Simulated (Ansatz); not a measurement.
GaN:
```xyz
2
Lattice="0.0000 2.1086 2.1086 2.1086 0.0000 2.1086 2.1086 2.1086 0.0000" Properties=species:S:1:pos:R:3 pbc="T T T"
Ga     0.0000     0.0000     0.0000
N      2.1086     2.1086     2.1086
```

Relaxed with r²SCAN.

Task: Give the optical modes at the zone centre with their infrared and Raman activity from DFPT, plane-wave PAW r²SCAN (Ansatz code).

Result: Transverse frequencies, without the LO–TO term; a row sums one degenerate level.

```tsv
ω (cm⁻¹)	degeneracy	IR ((D/Å)²/amu)	Raman (Å⁴/amu)	activity	symmetry
252	3	74.84	0	IR	T1u
```

Task: How high does the top mode go among those that the LO–TO term moves?

Result: 673 cm⁻¹ for q along x.

Space group Fm-3m (rock salt). This is a known high-pressure phase of the composition, computed here at zero pressure and temperature. The cell was relaxed with r²SCAN under the symmetry of its start; phonons on a q-mesh show no instability.

Potentials: the earlier of the program's two PAW sets.
